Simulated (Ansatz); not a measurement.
HfC (NiAs type, P6_3/mmc), DFT-LDA in the program Ansatz with PAW potentials, all energies at zero smearing, with the estimated change up to a 700 eV cutoff added, with one set of potentials and settings (totals compare only within such a set). Cell of 4 atoms (2 Hf, 2 C): -31443.028 eV.

| element | reference phase | E (eV/atom) |
|---|---|---|
| Hf | P6_3/mmc, 2 atoms in the cell | -15476.8591 |
| C | Fd-3m, 2 atoms in the cell | -242.9976 |

Formation energy per atom, worked out: (-31443.028 − 2×(-15476.8591) − 2×(-242.9976))/4 = -0.829 eV/atom (-80 kJ per mol of atoms), at 0 K, without zero-point energy or fitted corrections.

The first step of the workflow began from a Materials Project structure, measured or hypothetical; the Crystallography Open Database copy checked does not list it. It is not the phase usual at ambient conditions (space group No. 225). The cell was relaxed with LDA under the symmetry of its start; its stability against distortions is not shown here. No spin polarisation was allowed. The references are the lowest solids computed at this level, not always the standard phases. Scalar-relativistic: spin–orbit coupling is off unless named, which matters more the heavier the elements.

Potentials: the later of the program's two PAW sets.
